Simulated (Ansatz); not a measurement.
# RbEuF3: input and output

The input, for Ansatz 0.2.0 (plane waves, PAW):

```yaml
crystal:
  lattice:
    - [5.03824413, 0.0, 0.0]
    - [0.0, 5.03824413, 0.0]
    - [0.0, 0.0, 5.03824413]
  atoms:
    - { symbol: Eu, position: [0.0, 0.0, 0.0], spin: 7.0 }
    - { symbol: F, position: [0.5, 0.0, 0.0] }
    - { symbol: F, position: [0.0, 0.5, 0.0] }
    - { symbol: F, position: [0.0, 0.0, 0.5] }
    - { symbol: Rb, position: [0.5, 0.5, 0.5] }
kpoints:
  mp_grid: { grid: [5, 5, 5], shift: [0, 0, 0] }
  band_path:
    path:
      - [0.0, 0.0, 0.0]
      - [0.0, 0.5, 0.0]
      - [0.5, 0.5, 0.0]
      - [0.0, 0.0, 0.0]
      - [0.5, 0.5, 0.5]
      - [0.0, 0.5, 0.0]
      - [0.5, 0.5, 0.5]
      - [0.5, 0.5, 0.0]
    npoints: 20
magnetization:
  spin_polarized: true
scf:
  occupations: { method: fermi_dirac }
  lower_state_search: "off"
  max_iter: 200
hamiltonian:
  pseudopotentials: { kind: paw }
  xc: pbe
basis:
  ecutwfc: 420
  fft_grid_basis: typed
output:
  forces: true
  stress: true
  eigenvalues: true
  bader: true
  populations: true
  elf: true
  write_potential: true
  volumetric_format: npy
  dos:
    e_range: [-12, 8]
    de: 0.05
    projected: { site_lists: { Eu: [Eu], F: [F], Rb: [Rb] } }
  write_density: true
checkpoint:
  read: saved_state
```

Run as

```sh
ansatz run input.yaml --threads 1 --pin off --max-ram 2560MiB --backend cpu --events-out ev --progress --plain --runs-dir out
```

The run starts from an earlier solution of this cell. Magnetic state (reached from a saved solution, and it need not be the lowest): Eu1 up.

Excerpt of what it printed:

```
SCF iter   1: F=—  Δρ=2.96e-3  dr2=8.65e-3  dr2_m=2.04e-3  M=6.923 μB ∫|m|=6.972 μB
SCF iter   2: F=—  Δρ=2.71e-3  dr2=8.26e-3  dr2_m=1.59e-3  M=6.883 μB ∫|m|=6.930 μB
SCF iter   3: F=—  Δρ=1.33e-3  dr2=9.67e-4  dr2_m=2.37e-4  M=6.905 μB ∫|m|=6.953 μB
SCF iter   4: F=—  Δρ=7.17e-4  dr2=7.80e-4  dr2_m=1.43e-4  M=6.896 μB ∫|m|=6.944 μB
SCF iter   5: F=—  Δρ=1.23e-4  dr2=4.52e-5  dr2_m=1.31e-6  M=6.900 μB ∫|m|=6.949 μB
SCF iter   6: F=—  Δρ=1.15e-4  dr2=8.80e-6  dr2_m=6.85e-6  M=6.902 μB ∫|m|=6.950 μB
SCF iter   7: F=—  Δρ=6.30e-5  dr2=7.00e-6  dr2_m=1.01e-6  M=6.902 μB ∫|m|=6.950 μB
SCF iter   8: F=—  Δρ=1.46e-5  dr2=8.50e-7  dr2_m=3.67e-8  M=6.902 μB ∫|m|=6.950 μB
SCF iter   9: F=—  Δρ=6.97e-6  dr2=1.58e-7  dr2_m=1.64e-8  M=6.902 μB ∫|m|=6.950 μB
SCF iter  10: F=—  Δρ=2.23e-5  dr2=9.63e-7  dr2_m=1.12e-7  M=6.902 μB ∫|m|=6.950 μB
SCF iter  11: F=-14466.7917 eV  Δρ=5.98e-6  dr2=2.02e-8  dr2_m=1.76e-8  M=6.902 μB ∫|m|=6.950 μB
Magnetization: 6.9016 μB (26.9508 up, 20.0492 down)
Absolute magnetization: 6.9499 μB (∫|ρ↑−ρ↓|, with the PAW one-centre terms)
Spin contamination: 0.0141 ħ² per cell (⟨S²⟩ above its minimum at these occupations)
Per-site moments (μB) at R_I (Å): [(6.6754, 1.0391), (-0.0042, 1.0391), (-0.0042, 1.0391), (-0.0042, 1.0391), (0.0039, 1.4696)]
Free energy (F): -14466.7917 eV
Harris-Foulkes:  -14466.7917 eV  (|F-HF|=1.96e-9)
Internal energy: -14466.7231 eV  (E = F + TS)
E sigma→0 (E₀):  -14466.7574 eV
Entropy (-TS):   -0.0686 eV (-13.719 meV/atom)
Fermi energy:    6.5804 eV
--- Stress (GPa, compression-positive) ---
       -4.2676       0.0000       0.0000
        0.0000      -4.2676       0.0000
        0.0000       0.0000      -4.2676
  P = ⅓ Tr σ = -4.2676 GPa (-42.676 kbar)
--- Löwdin populations: 5 sites ---
  site symbol       q [e]    m [muB]
     0     Eu     16.0920     6.8864
     1      F      7.5524    -0.0024
     2      F      7.5524    -0.0024
     3      F      7.5524    -0.0024
     4     Rb      8.1341     0.0085
  spilling = 0.0025 (of n_electrons = 47.0000)
```

Origin: a known structure type with other elements, at an estimated volume, so it need not be a known compound. Caveats: f shells without a U or exact exchange are poorly placed.

It took 57 s on 1 thread of Arm Neoverse V1, with other jobs on the host, peak memory 0.76 GiB, starting from a saved density.
